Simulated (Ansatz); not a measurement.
The elements of this relaxed trial crystal are hidden behind letters.

```
lattice vectors (Å)
   1.3999   -2.8868    0.0000
   1.3999    2.8868    0.0000
   0.0000    0.0000    7.2175
fractional positions
X 0.5000 0.5000 0.8183
X 0.0000 0.0000 0.5000
X 0.5000 0.5000 0.1817
Z 0.0000 0.0000 0.0000
```

Theory: Ansatz 0.2.0, DFT PBE, scalar-relativistic, plane waves, PAW. Settings of the last relaxation (4-atom cell): 420 eV, 18×18×8 k points, Gaussian smearing of 0.10 eV, no spin polarisation.

```
Space group                                : Cmmm (No. 65)
Conventional cell                          : a = 2.800 Å, b = 5.774 Å, c = 7.217 Å
Volume per atom                            : 14.58 Å³
Density                                    : 2.70 g/cm³
Energy over the elements                   : −0.14 eV/atom
Gap on the 18×18×8 mesh of the 4-atom cell : 0 eV (a metal)
```

Energies are uncorrected and count from the elements' standard states at the same level.

Question: X is a p-block element of period 3 and Z is a p-block element of period 2. Which elements are they?

Answer: X = Al, Z = N, so the formula is Al3N. Density times volume gives a mean mass of 2.70 × 14.58/1.6605 = 23.7 u per atom, and this set has 23.7 u. Around Al on a site of symmetry mm2 lie 2 N at 1.92 Å and 5 Al at 2.62–2.80 Å; Al on a site of symmetry mmm is surrounded by 6 Al at 2.69–2.80 Å; N is surrounded by 4 Al at 1.92 Å. Other sets within the hints have nearly the same mass, so mass alone doesn't settle it; this one was computed.

The cell is a metal run without spin; a magnetic state may lie lower. A structure relaxed within its symmetry needn't be a true minimum.
